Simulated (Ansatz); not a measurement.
**Al3GaN4: frozen normal mode**

Level of theory: DFT PBEsol, scalar-relativistic, plane waves, PAW in Ansatz. Cutoff 420 eV, Γ-centred 6×8×4 k-points, Gaussian smearing of 0.05 eV. No spin polarisation. Energies are free energies at this smearing, counted from the undisturbed cell; pressure is positive in compression.

Zero of the scan (relaxed at this level; it needn't be the usual structure):

```
CELL_PARAMETERS angstrom
5.04341 0.00000 0.00011
0.00000 3.13007 0.00000
-0.00324 0.00000 5.41799
ATOMIC_POSITIONS crystal
Al 0.50023 0.50000 0.16733
Al 0.00092 0.50000 0.83481
Al 0.00109 0.00000 0.33169
Ga 0.49942 0.00000 0.66620
N 0.11117 0.00000 0.66633
N 0.12245 0.50000 0.16716
N 0.62512 0.50000 0.84019
N 0.62319 0.00000 0.32629
```

A zone-centre mode of this cell is frozen in: each atom moves by x times its row below, so x is the largest displacement.
```
atom ux uy uz
 Al1   0.036  0.000   0.999
 Al2   0.503  0.000  -0.025
 Al3  -0.324  0.000  -0.181
 Ga4  -0.136  0.000  -0.509
  N5   0.070  0.000  -0.371
  N6   0.054  0.000   0.286
  N7   0.023  0.000   0.641
  N8   0.115  0.000   0.451
```

```csv
x (Å),ΔE (meV/cell),force along the mode (eV/Å),pressure (GPa),gap on the mesh (eV)
-0.1200,310.8,5.15,1.0,3.31
-0.0900,175.4,3.88,0.6,3.37
-0.0600,78.2,2.60,0.3,3.42
-0.0300,19.6,?,?,3.46
0.0000,0.0,0.00,0.0,3.48
0.0300,19.6,-1.31,0.0,3.41
0.0600,78.6,-2.63,0.1,3.29
0.0900,177.3,-3.96,0.3,3.14
0.1050,241.7,?,0.5,?
0.1200,?,?,0.6,2.98
```

(1) Give the withheld values.

Answers

(1) force along the mode (eV/Å) at x (Å) = -0.0300: 1.31; pressure (GPa) at x (Å) = -0.0300: 0.1; force along the mode (eV/Å) at x (Å) = 0.1050: -4.62; gap on the mesh (eV) at x (Å) = 0.1050: 3.07; ΔE (meV/cell) at x (Å) = 0.1200: 316.1; force along the mode (eV/Å) at x (Å) = 0.1200: -5.29.